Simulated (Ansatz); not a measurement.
CaGe2O5 in space group C2/c (No. 15; Pearson symbol mS32), LDA (plane waves, PAW; program Ansatz). The conduction-band minimum lies at Γ, with 1 equivalent valley. Second derivatives d²E/dk² of the lowest band at one valley (eV·Å²), along Cartesian directions:…

| direction | d²E/dk² |
|---|---|
| [100] | 20.75 |
| [010] | 22.02 |
| [001] | 22.52 |
| [110] | 21.39 |
| [101] | 21.33 |
| [011] | 22.27 |

Task: Find the principal effective masses, the density-of-states mass and the conductivity mass.

Result: Off-diagonal terms follow from H_xy = H[110] − (H_xx + H_yy)/2, and m*/mₑ = 7.620 eV·Å² over each eigenvalue: 0.34, 0.35, 0.37. One valley's DOS mass (m₁m₂m₃)^(1/3) = 0.35, conductivity mass 3/(Σ 1/mᵢ) = 0.35 mₑ.

Task: What effective density of states Nc follows at 300 K for parabolic valleys?

Result: Nc = 2.509e19 × 1 × (0.35)^(3/2) ≈ 5.2e18 cm⁻³.

The workflow started from a Materials Project entry (that database holds measured and hypothetical structures alike); the Crystallography Open Database copy checked does not list it. COD files the formula under space group No. 1, 2, so this cell is another polymorph or a model. Whether it is the stable phase at ambient conditions was not checked. The cell was relaxed with LDA under the symmetry of its start; whether a distortion lowers the energy is not shown. Spin–orbit coupling is left out wherever it is not named.

Potentials: the later of the program's two PAW sets.

Edges and masses are those of Kohn–Sham bands, whose gap is no quasiparticle gap.
